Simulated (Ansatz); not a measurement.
Method: DFT PBE, scalar-relativistic, plane waves, PAW in Ansatz 0.2.0. Settings: cutoff 420 eV, Γ-centred meshes spaced at most about 0.3 Å⁻¹, and about 0.25 Å⁻¹ or finer for metals (2π included), Gaussian smearing. No spin polarisation in the final relaxations.

Temperature and zero-point effects are left out. All come from trial cells, and lower structures may exist.

Problem. Order these relaxed structures of Te2I3 by energy, lowest first, with the energy over the lowest of them.
A. Space group R-3m (No. 166), trigonal, a = 8.858 Å, c = 9.590 Å. Te is surrounded by 3 I at 3.00 Å and 1 Te at 3.24 Å; I is surrounded by 2 Te at 3.00 Å.
B. Space group P4mm (No. 99), tetragonal, a = 5.083 Å, c = 8.485 Å. Around Te lie 1 I at 2.68 Å, 4 Te at 3.59 Å and 2 I at 3.71 Å; I on a site of symmetry 2mm is surrounded by 1 Te at 2.68 Å, 4 I at 3.59 Å and 2 I at 4.01 Å; I on a site of symmetry 4mm has 4 Te at 3.71 Å and 4 I at 4.01 Å.
C. Space group Pm-3m (No. 221), cubic, a = 5.992 Å. Te on its first site has 12 I at 4.24 Å (long contacts); Te on its second site has 6 I at 3.00 Å; around I lie 2 Te at 3.00 Å, 4 Te at 4.24 Å and 8 I at 4.24 Å.
D. Space group R32 (No. 155), trigonal, a = 8.081 Å, c = 14.541 Å. Around Te lie 3 I at 3.02 Å; I is surrounded by 2 Te at 3.02 Å and 2 I at 3.67 Å.

Solution. A (0 meV/atom), B (85 meV/atom), D (254 meV/atom), C (358 meV/atom). Forms: A R-3m; B P4mm; D R32; C Pm-3m. Counting I atoms around Te (those within 1.25 times the shortest such distance or 1.15 times the sum of covalent radii; the shortest distance is added where it is long for a bond; a slash parts the counts of unlike sites): A has Te 3; B has Te 1; D has Te 3; C has Te 6/12 from 4.2 Å. Even the lowest lies +0.06 eV/atom against the elements.

Weakly bound directions are ill-defined at this level, which has no dispersion term (P4mm, R32), and this can change margins and order among such cells. These runs have no spin–orbit coupling, which can matter for I and Te. In R-3m, P4mm, R32, Pm-3m an odd number of electrons in the primitive cell allows no gap without spin; a larger cell or a magnetic state could open one. A magnetic state wasn't ruled out in cells without spin, among them R-3m, P4mm, R32, Pm-3m. Cells relaxed within their symmetry can be saddle points. Some structure types and database cells were kept out of the candidates from the start, so a known form may be missing.
